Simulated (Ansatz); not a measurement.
HfO₂:
```yaml
crystal:
  lattice:
    - [0.00000, 2.54881, 2.54881]
    - [2.54881, 0.00000, 2.54881]
    - [2.54881, 2.54881, 0.00000]
  atoms:
    - { symbol: Hf, position: [0.00000, 0.00000, 0.00000] }
    - { symbol: O, position: [0.25000, 0.25000, 0.25000] }
    - { symbol: O, position: [0.75000, 0.75000, 0.75000] }
```

Cartesian axes are those of the cell as given.

Question: Give the high-frequency dielectric tensor and the Born effective charge tensors of the independent atoms from DFPT, PBE in the plane-wave PAW code Ansatz.

Answer: 
ε∞:
```
5.30  0.00  0.00
0.00  5.30  0.00
0.00  0.00  5.30
```
Z* of atom 1 (Hf), rows: field, columns: displacement, in e:
```
5.54  0.00  0.00
0.00  5.54  0.00
0.00  0.00  5.54
```
Z* of atom 2 (O), rows: field, columns: displacement, in e:
```
-2.77   0.00   0.00
 0.00  -2.77   0.00
 0.00   0.00  -2.77
```

Static charges for comparison (Bader): Hf1 +2.69, O2 -1.34 e. Born charges measure polarisation by displacement and can exceed these by far.

Space group Fm-3m (fluorite). This is a known high-temperature phase of the composition, computed here at zero pressure and temperature. The PBE relaxation kept the symmetry of its start. At this level the phase is dynamically unstable (imaginary phonons). The run is not spin-polarised. Scalar-relativistic: spin–orbit coupling is off unless named, which matters more the heavier the elements.

Potentials: the later of the program's two PAW sets.
